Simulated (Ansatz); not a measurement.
Phonons of MgTl (CsCl type) at Γ, X = (0.5, 0.0, 0.0), M = (0.5, 0.5, 0.0), R = (0.5, 0.5, 0.5).

MgTl (CsCl type)

```yaml
crystal:
  lattice:
    - [3.56429, 0.00000, 0.00000]
    - [0.00000, 3.56429, 0.00000]
    - [0.00000, 0.00000, 3.56429]
  atoms:
    - { symbol: Mg, position: [0.00000, 0.00000, 0.00000] }
    - { symbol: Tl, position: [0.50000, 0.50000, 0.50000] }
```

These are LDA (plane waves to 420 eV, PAW, scalar-relativistic; Ansatz, a quantum-chemistry and plane-wave program) values and carry that method's errors. DFPT wavenumbers on a 14×14×14 k mesh, in cm⁻¹ and rounded to 5; i marks imaginary ones, q is in fractions of the reciprocal vectors of the cell shown, and the three acoustic modes at Γ are left out. The program warned that its band solver left a few bands short of their tolerance. MgTl was relaxed with its symmetry unable to fall. Spin-orbit coupling is left out, though Tl is heavy.

| q | wavenumbers (cm⁻¹) |
|---|---|
| Γ | 155 (×3) |
| X = (0.5, 0.0, 0.0) | 45 (×2), 75, 135 (×2), 180 |
| M = (0.5, 0.5, 0.0) | 30 (×2), 45, 140, 185 (×2) |
| R = (0.5, 0.5, 0.5) | 55 (×3), 145 (×3) |

The structure shows no imaginary mode at these points (lowest 30 cm⁻¹ at M = (0.5, 0.5, 0.0)); other wave vectors were not tested.

Highest mode: 185 cm⁻¹ at M = (0.5, 0.5, 0.0).
